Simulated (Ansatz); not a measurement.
Computed properties of SnSb

SnSb (CsCl type, Pm-3m), a = 3.7351 Å, b = 3.7351 Å, c = 3.7351 Å, α = 90.00°, β = 90.00°, γ = 90.00°.

Space group Pm-3m (No. 221), CsCl type; conventional cell a = b = c = 3.7351 Å, α = β = γ = 90.00°.

Method: DFT-PBEsol in the program Ansatz with PAW potentials. Geometry: relaxed at this level of theory. Other levels are named where they apply.

### Cell and energy

* **Volume per atom**: 26.05 Å³
* **Density**: 7.66 g/cm³
* **Formation energy from the elements (no fitted shifts)**: 86 meV/atom

### Electronic structure

- Electronic character: metallic (no gap)
- Density of states at the Fermi level: 0.56 states/eV per atom (mean over ±0.08 eV)
- Gap with spin–orbit coupling: none (metallic)

### Mechanics

* **Bulk modulus (Birch–Murnaghan fit)**: 60.5 GPa
* **Pressure derivative B′**: 5.1
* **Elastic constants (relaxed ions, GPa)**: C11 = 73.7, C12 = 54.4, C44 = 27.1
* **Mechanical stability**: stable (all eigenvalues of C positive)
* **Hill bulk and shear moduli**: 60.8 and 18.0 GPa
* **Young's modulus**: 49.0 GPa
* **Poisson's ratio**: 0.37
* **Debye temperature from the elastic constants**: 173 K

### Phonons

* **Highest zone-centre frequency**: 2.43 THz
* **Zone-centre stability**: no imaginary mode at Γ

The first step of the workflow began from a Materials Project structure, measured or hypothetical; the Crystallography Open Database copy checked does not list it. COD files the formula under space group No. 166, 225, so this cell is another polymorph or a model. Whether it is the stable phase at ambient conditions was not checked. Symmetry was held in the PBEsol relaxation. As this level gives no gap, shear constants depend on the k-mesh and smearing (Fermi–Dirac, 0.1 eV here). As this level gives no gap, phonon frequencies hold no LO–TO term and depend on the k-mesh and smearing (Fermi–Dirac, 0.1 eV here). The references are the lowest solids computed at this level, not always the standard phases. Scalar-relativistic: spin–orbit coupling is off unless named, which matters more the heavier the elements.

Potentials: the later of the program's two PAW sets.
